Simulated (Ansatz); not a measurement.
Bi:
```
Bi
1.0
    0.00000     2.47334     2.47334
    2.47334     0.00000     2.47334
    2.47334     2.47334     0.00000
Bi
1
Direct
  0.00000   0.00000   0.00000
```

Relaxed with PBEsol (plane waves, PAW; program Ansatz). Indices refer to the conventional cell of Fm-3m, a = 4.947 Å, b = 4.947 Å, c = 4.947 Å, α = 90.00°, β = 90.00°, γ = 90.00°.

Question: Simulate the powder diffraction pattern (Cu Kα1, λ = 1.54056 Å; lines above 1 %) up to 2θ = 90°.

Answer: Simulated powder pattern, Cu Kα1, λ = 1.54056 Å (kinematic, ideal powder, no thermal factors, no anomalous dispersion; the 30 strongest lines at most, above 1 %, up to 2θ = 90°):

```tsv
2θ (°)	d (Å)	I/Imax (%)	hkl
31.29	2.856	100	(111)
36.29	2.473	51	(200)
52.26	1.749	37	(220)
62.19	1.491	45	(311)
65.29	1.428	13	(222)
77.05	1.237	6.2	(400)
85.49	1.135	19	(331)
88.28	1.106	18	(420)
```

The start of the workflow was typed in or built on a structure type; neither database checked (COD, Materials Project) lists it. It is not the phase usual at ambient conditions (space group No. 166). The cell was relaxed with PBEsol under the symmetry of its start. At this level the phase is mechanically unstable. Scalar-relativistic: spin–orbit coupling is off unless named, which matters more the heavier the elements.

Potentials: the earlier of the program's two PAW sets.
